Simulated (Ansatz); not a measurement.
Not every guess gives a structure. This one for CuH2 was tried:

The guess for CuH2 was made by a generator: random sheet by layer group and Wyckoff sites. Its size is a rough estimate.

The sheet is periodic along a and b; c holds vacuum.

```
CELL_PARAMETERS angstrom
3.38517 0.00000 0.00000
-1.69258 2.93164 0.00000
0.00000 0.00000 15.00000
ATOMIC_POSITIONS crystal
Cu 0.00000 0.00000 0.50000
H 0.33333 0.66667 0.50770
H 0.66667 0.33333 0.49230
```

All numbers below come from DFT PBE, scalar-relativistic, plane waves, PAW (Ansatz).

Input of the final relaxation:

```yaml
crystal:
  lattice:
    - [3.0991282748, 0.0, 0.0]
    - [-1.5495641374, 2.6839238156, 0.0]
    - [0.0, 0.0, 24.2620012]
  atoms:
    - { symbol: Cu, position: [0.0, 0.0, 0.309125366] }
    - { symbol: H, position: [0.3333333333, 0.6666666667, 0.3086935109] }
    - { symbol: H, position: [0.6666666667, 0.3333333333, 0.3095572211] }
  periodic: [true, true, false]
basis:
  ecutwfc: 420
kpoints:
  mp_grid: { grid: [18, 18, 1] }
hamiltonian:
  xc: pbe
scf:
  occupations: { method: gaussian, width: 0.1 }
output:
  forces: true
  stress: true
  eigenvalues: true
  write_density: true
  write_potential: true
  elf: true
  volumetric_format: npy
relax:
  adjacent_minimum: "off"
  f_tol: 0.01
  max_steps: 80
  cell: { stress_2d_tol: 0.02 }
```

```bash
ansatz run input.yaml --threads 1 --pin off --max-ram 2048MiB --backend cpu --events-out ev --progress --plain --runs-dir out
```

Last lines of the log:

```
       -6.352349       0.000000       0.000000
        0.000000      -6.352349       0.000000
        0.000000       0.000000       0.000000
  P = ½ c Tr σ = -6.3523 N/m
--- Band table (eV; the first three rows and the last of 37) ---
  k-point 0: bands = ["-118.3531", "-75.7860", "-75.7860", "-75.5619", "-14.5215", "-8.7568", "-8.7157", "-8.7157", "-8.4412", "-7.9797", "-7.9797", "-0.8336", "-0.3269", "0.5684", "0.7858"]
  k-point 1: bands = ["-118.3530", "-75.7868", "-75.7862", "-75.5618", "-14.4463", "-9.0484", "-8.6928", "-8.5449", "-8.4286", "-7.9841", "-7.8221", "-0.7612", "-0.2518", "0.6444", "0.8607"]
  k-point 2: bands = ["-118.3529", "-75.7889", "-75.7867", "-75.5615", "-14.2228", "-9.3704", "-8.6263", "-8.5165", "-8.3911", "-7.9965", "-7.4161", "-0.5437", "-0.0291", "0.8722", "1.0831"]
  k-point 36: bands = ["-118.3508", "-75.8032", "-75.8032", "-75.5587", "-10.5001", "-10.5001", "-8.5398", "-8.5398", "-8.0019", "-5.5700", "-5.5700", "-2.1490", "2.2840", "2.2840", "2.2943"]
  the weakly bound empty levels are not read free of the cell's end (walk_step)
End of that report.
Error: this geometry's ions and any external_charges that add to its thickness leave 10.19 Å inside the cut of a slab, less than keeps its energies, forces and levels apart from the length of the vector that does not repeat. The run stands on 24.3 Å: of a walk, start a new run from the last geometry
```

Q: What happened?

A: The program stopped on purpose. The sheet grew thicker as it relaxed, so half the box height, where the images are cut off, exceeded its thickness by only 10.19 Å, too little to keep the results free of the box's height. A new run from the last geometry lets the program choose a taller box. It had made 9 ionic steps, with the energy down by 0.265 eV/atom and the largest force component at 0.160 eV/Å. No property of the compound can be read from it.

The run took 74 s on 1 thread of Arm Neoverse V2, on a shared host, peak memory 0.47 GiB.
